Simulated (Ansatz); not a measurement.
Computed with DFT PBE, scalar-relativistic, plane waves, PAW, and for the lanthanide a 4f-in-core norm-conserving potential (Ansatz 0.2.0). All cells share a 770 eV cutoff and Γ-centred k meshes spaced at most about 0.3 Å⁻¹ (about 0.25 or finer for metals, 2π included). No spin polarisation in the final relaxations.

These are static total energies at zero pressure.

Compare these two cells of Er3RuC, each relaxed at this level.

1.

```xyz
5
Lattice="5.1225 0.0000 0.0000 0.0000 5.1225 0.0000 0.0000 0.0000 5.1225" Properties=species:S:1:pos:R:3 pbc="T T T"
Er    0.0000    2.5613    2.5613
Er    2.5613    0.0000    2.5613
Er    2.5613    2.5613    0.0000
Ru    2.5613    2.5613    2.5613
C     0.0000    0.0000    0.0000
```

2.

```xyz
5
Lattice="4.7104 0.0000 0.0000 0.0000 4.7104 0.0000 0.0000 0.0000 4.7104" Properties=species:S:1:pos:R:3 pbc="T T T"
Er    2.3552    2.3552    0.0000
Er    0.0000    2.3552    2.3552
Er    2.3552    0.0000    2.3552
Ru    0.0000    0.0000    0.0000
C     2.3552    2.3552    2.3552
```

Problem. Which arrangement of the elements on these sites is preferred, and by what margin?

Solution. Cell 2 is lower, by 1.11 eV/atom. The two share one framework of sites and differ in which element sits where. Cell 1 has the antiperovskite type, space group Pm-3m (No. 221), 26.9 Å³/atom and no gap on its mesh; cell 2 has the antiperovskite type, space group Pm-3m (No. 221), 20.9 Å³/atom and no gap. Counting Er or Ru atoms around C (for each partner element, those within 1.25 times its shortest distance or 1.15 times the sum of covalent radii, where it is the nearest in units of that sum or under 1.3; the shortest distance is added where it is long for a bond), cell 1 has C 12 from 3.6 Å and cell 2 has C 6. The denser one is the lower, and pressure would at first widen the difference. Both come from invented guesses.

Cells relaxed within their symmetry can be saddle points.

The lanthanide is trivalent by construction, without f bands, f moments or other valences.
